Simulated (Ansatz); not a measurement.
## TlBi₂: pressure against volume

TlBi₂, P6/mmm, a = 5.709 Å, c = 3.398 Å. The structure is a Materials Project entry; whether it is the stable form wasn't checked. Ansatz: r2SCAN, PAW, 500 eV, Γ-centred 12×12×12 mesh on 3 atoms, Gaussian smearing 0.10 eV; no spin polarisation. Shape and atoms are relaxed at each volume; pressure is positive in compression.

```
V (Å³/atom) P (GPa)
     28.141     7.55
     29.101        ?
     30.060     3.11
     31.019     1.42
     31.979    -0.01
     32.938    -1.20
     33.897    -2.19
     35.176    -3.25
```

Take V0 = 31.979 Å³/atom, count pressures from its P0 = -0.01 GPa, fit the third-order Birch–Murnaghan form to the other rows, and predict the missing pressure.

With the Eulerian strain f = ½[(V0/V)^(2/3) − 1] and y = (P − P0)/[3f(1 + 2f)^(5/2)], the form is the line y = B0 + 1.5 B0 (B0′ − 4) f. Rows (f, y): 0.04449, 45.8; 0.02106, 44.5; 0.01026, 44.2; -0.00975, 42.7; -0.01904, 42.1; -0.03077, 41.1. Means f = 0.002708, y = 43.400; Σ(Δf)² = 0.003889, ΣΔfΔy = 0.2405; the slope is their ratio. y = 43.23 + 61.85 f GPa, so B0 = 43.2 GPa and B0′ = 4 + 2 × (61.85)/(3 × 43.23) = 4.95. At V = 29.101, f = 0.03244, y = 45.24 and P = 5.14 GPa. The run gave 5.13 GPa, so the fit is 0.01 GPa too high, within the rms miss on the fitted rows (0.02 GPa).

Spin–orbit coupling is left out, which can shift energies with elements as heavy as these.